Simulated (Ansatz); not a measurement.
Polymorphs of Si2W, each relaxed with r²SCAN in the plane-wave PAW code Ansatz:

A: MoSi2 or CaC2 type (I4/mmm)
a = b = 3.2112 Å, c = 7.8048 Å, α = β = γ = 90.00°

```csv
atom,site,symmetry,x,y,z
W,2a,4/mmm,0.0000,0.0000,0.0000
Si,4e,4mm,0.0000,0.0000,0.3348
```

B: P6_222
a = b = 4.580 Å, c = 6.609 Å, α = β = 90.00°, γ = 120.00°

| atom | site | symmetry | x | y | z |
|---|---|---|---|---|---|
| Si | 6j | ..2 | 0.3271 | 0.1636 | 0.1667 |
| W | 3d | 222 | 0.5000 | 0.0000 | 0.5000 |

Task: Put the candidates in order of energy per atom at 0 K, lowest first, for r²SCAN.

Result: A (+0 meV/atom), B (+73 meV/atom)

Task: Give each one's gap.

Result: A no gap; B 0.12 eV.

Not the usual ambient phase: B. All cells were relaxed under the symmetry of their starts (and spin orders); stability against distortions was not tested throughout. Rows with no word on spin ran without spin polarisation. Spin–orbit coupling is left out wherever it is not named.

Energies hold the estimated change up to a 700 eV cutoff; steps of a few meV lie near the error of the meshes.

Potentials: the later of the program's two PAW sets.
